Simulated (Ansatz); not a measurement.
Starting structure, C put at a bridge Al-Al site (Al, P6_3/mmc (No. 194), (0 0 1) face):

```xyz
11
Lattice="2.8363 0.0000 0.0000 -1.4181 2.4563 0.0000 0.0000 0.0000 39.9748" Properties=species:S:1:pos:R:3 pbc="T T T"
Al    0.0000    1.6375    8.5000
Al    0.0000    0.0000   10.8305
Al    1.4181    0.8188   13.1611
Al    0.0000    0.0000   15.4916
Al    0.0000    1.6375   17.8221
Al    0.0000    0.0000   20.1281
Al    1.4181    0.8188   22.4459
Al    0.0000    0.0000   24.7761
Al    0.0000    1.6375   27.0879
Al    0.0000    0.0000   29.4483
C     0.0000    2.4563   30.8283
```

Level of theory: Ansatz 0.2.0, DFT PBEsol, scalar-relativistic, plane waves, PAW. Cutoff 420 eV; k points 12×12×1 on the computed 11-atom cell (Γ-centred); Gaussian smearing, width 0.10 eV; no spin polarisation. The cell repeats along c with a dipole correction in the vacuum.

Atoms 1, 2, 3, 4, 5 (counted from 1) are held. The cell is fixed. Force threshold 0.03 eV/Å.

(1) Where does it end?

The end is the local minimum or symmetric point that this start leads to.

## Answers

(1) The energy falls by 0.455 eV in 12 steps, to:

```
CELL_PARAMETERS angstrom
2.83628 0.00000 0.00000
-1.41814 2.45629 0.00000
0.00000 0.00000 39.97484
ATOMIC_POSITIONS crystal
Al 0.33333 0.66667 0.21263
Al 0.00000 0.00000 0.27093
Al 0.66667 0.33333 0.32923
Al 0.00000 0.00000 0.38753
Al 0.33333 0.66667 0.44583
Al 0.99899 0.99798 0.50342
Al 0.66248 0.32495 0.56193
Al 0.99467 0.98934 0.61954
Al 0.32545 0.65090 0.67801
Al 0.99068 0.98136 0.73943
C 0.65710 0.31420 0.76753
```

The reference crystal is a form of Al, which isn't its usual structure.

Cost: 1 run of about 3.8 core-minutes, on Intel Xeon 6975P-C (Granite Rapids) (shared hosts).